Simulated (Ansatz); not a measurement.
SnTe (rock salt)

```yaml
crystal:
  lattice:
    - [0.00000, 3.18510, 3.18510]
    - [3.18510, 0.00000, 3.18510]
    - [3.18510, 3.18510, 0.00000]
  atoms:
    - { symbol: Te, position: [0.00000, 0.00000, 0.00000] }
    - { symbol: Sn, position: [0.50000, 0.50000, 0.50000] }
```

The slice is a {111} plane (indices of the conventional cell) through the point (0.500, 0.500, 0.500) (fractional), spanned by u = [100] and v = [-1 2 0] in vectors of this cell: u (4.50 Å) and v (7.80 Å, at 90° to u). It covers one period; positions are fractions (u, v).

Method: r2SCAN (plane waves to 500 eV, PAW, scalar-relativistic; Ansatz, a program for electronic structure). k mesh 9×9×9. Near the nuclei the fields are pseudised (PAW); where an atom keeps semicore shells as valence, they peak there. SnTe was relaxed with its symmetry unable to fall. Spin-orbit coupling is left out, though Te is heavy.

Sketch the density of the lowest conduction band (whole band as if filled, smooth part) on this plane as a map.


```
|..  ==@@##==::..::==##@@==  |
|::==@@@@**--::..::--**@@@@==|
|@@@@@@##==::......::==##@@@@|
|%%##**==--::......::--==**##|
|====--::::..........::::--==|
|::::::....::::::::::....::::|
|......::::--======--::::....|
|....::--==**##%%##**==--::..|
|....::==##@@@@@@@@@@##==::..|
|..::--**@@@@==::==@@@@**--::|
|..::==##@@==  ..  ==@@##==::|
|..::==%%@@::..  ..::@@%%==::|
|..::==##@@==  ..  ==@@##==::|
|..::--**@@@@==::==@@@@**--::|
|....::==##@@@@@@@@@@##==::..|
|....::--==**##%%##**==--::..|
|......::::--======--::::....|
|::::::....::::::::::....::::|
|====--::::..........::::--==|
|%%##**==--::......::--==**##|
|@@@@@@##==::......::==##@@@@|
|::==@@@@**--::..::--**@@@@==|
|..  ==@@##==::..::==##@@==  |
|  ..::@@%%==::..::==%%@@::..|
```
Scale: ten equal steps from 0.001 (start of ' ') to 0.073 (end of '@'), in the order ' .:-=+*#%@'. Values: density of the lowest conduction band (whole band as if filled, smooth part) in e/Å³. The map has 14 points along u (two characters each, u = 0 at the left) and 24 along v (v = 0 in the bottom row).
